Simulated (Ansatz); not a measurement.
The start is a generated trial cell of Y in the fcc structure type. The cell and all atomic positions are relaxed at zero pressure with PBEsol (plane waves to 420 eV, PAW, scalar-relativistic; Ansatz, a quantum-chemistry and plane-wave program). The first steps use a coarse 11×11×11 k-mesh.

The start:
```yaml
crystal:
  lattice:
    - [0.00000, 2.54786, 2.54786]
    - [2.54786, 0.00000, 2.54786]
    - [2.54786, 2.54786, 0.00000]
  atoms:
    - { symbol: Y, position: [0.00000, 0.00000, 0.00000] }
```

Task: What pressure does the first self-consistent step give?

Result: -2.6 GPa (negative: the cell is under tension).

Task: By how much does the energy per atom fall from start to end?

Result: 0.02 eV/atom.

Task: How does the volume per atom move from start to end?

Result: -6.9 %, from 33.08 to 30.81 Å³/atom.

Task: How do the shortest distances between atoms change?

Result: The closest pairs of elements (up to four, under 3.6 Å), start → end: Y–Y 3.60 → 3.52 Å.

Task: Is the relaxed structure metallic? Give its gap.

Result: No gap (metallic).

Task: Give the final cell and atomic positions.

Result: 
```cif
data_Y4
_chemical_formula_sum 'Y4'
_space_group_name_H-M_alt 'Fm-3m'
_space_group_IT_number 225
_space_group_name_Hall '-F 4 2 3'
_cell_length_a 4.97642
_cell_length_b 4.97642
_cell_length_c 4.97642
_cell_angle_alpha 90.000
_cell_angle_beta 90.000
_cell_angle_gamma 90.000
loop_
_atom_site_label
_atom_site_type_symbol
_atom_site_symmetry_multiplicity
_atom_site_Wyckoff_symbol
_atom_site_fract_x
_atom_site_fract_y
_atom_site_fract_z
_atom_site_occupancy
Y1 Y 4 a 0.00000 0.00000 0.00000 1
```
(The calculation used a cell of 1 atom; values per cell refer to that cell.)

The space group stays Fm-3m (No. 225) (the run could not lower it); the end is fcc (Cu type), with 1 atom in the primitive cell. Final values are on a 16×16×16 k-mesh of the relaxed cell. No spin polarisation in the result.

The run could not lose the symmetry of its start: the end is stationary, and may be a saddle point rather than a minimum.

The relaxed structure here is a generated cell of Y: the first start was made by placing the elements on the sites of a structure type, and the end was not matched to a known phase here, so it may be hypothetical. Known forms of Y include space group No. 194.
